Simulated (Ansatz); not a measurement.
# Sn₂GeP₂: computed properties

Method: Ansatz 0.2.0, DFT PBE, scalar-relativistic, plane waves, PAW.

Plane waves to 420 eV, a k mesh through Γ of 10×10×10 on the computed 5-atom cell and Gaussian smearing (0.10 eV); no spin polarisation.

The structure is relaxed at this level of theory with its symmetry kept, and needn't be the ground state of this composition.

```cif
data_structure
_symmetry_space_group_name_H-M 'I4/mmm'
_symmetry_Int_Tables_number 139
_cell_length_a 5.3643
_cell_length_b 5.3643
_cell_length_c 7.7069
_cell_angle_alpha 90.000
_cell_angle_beta 90.000
_cell_angle_gamma 90.000
_cell_volume 221.77
loop_
_atom_site_label
_atom_site_type_symbol
_atom_site_symmetry_multiplicity
_atom_site_Wyckoff_symbol
_atom_site_fract_x
_atom_site_fract_y
_atom_site_fract_z
_atom_site_occupancy
Sn1 Sn 4 d 0.50000 0.00000 0.25000 1
Ge1 Ge 2 a 0.00000 0.00000 0.00000 1
P1 P 4 e 0.50000 0.50000 0.14632 1
```

Q: Formation energy from the elements' standard states (uncorrected)?

A: +0.244 eV/atom.

Q: Kohn–Sham band gap?

A: none (metal).

Q: Density of states at the Fermi level?

A: 3.2 states/eV per cell.

Q: Orbital (Löwdin) character within 0.5 eV of the Fermi level?

A: Ge 4p 31 %, P 3p 29 %, Sn 5p 21 %, Sn 5s 9 %.

Q: Bader charge by site (e)?

A: Sn (2 in the cell) 0.60, Ge (1 in the cell) -0.03, P (2 in the cell) -0.58.

Another cell of Sn2GeP2 relaxed alike, in P-3m1, lies 198 meV/atom lower, so this cell isn't the stable form at this level.

The cell was found from a structure generator's guess, not taken from experiment. Löwdin shares on free-atom orbitals overweight diffuse shells.
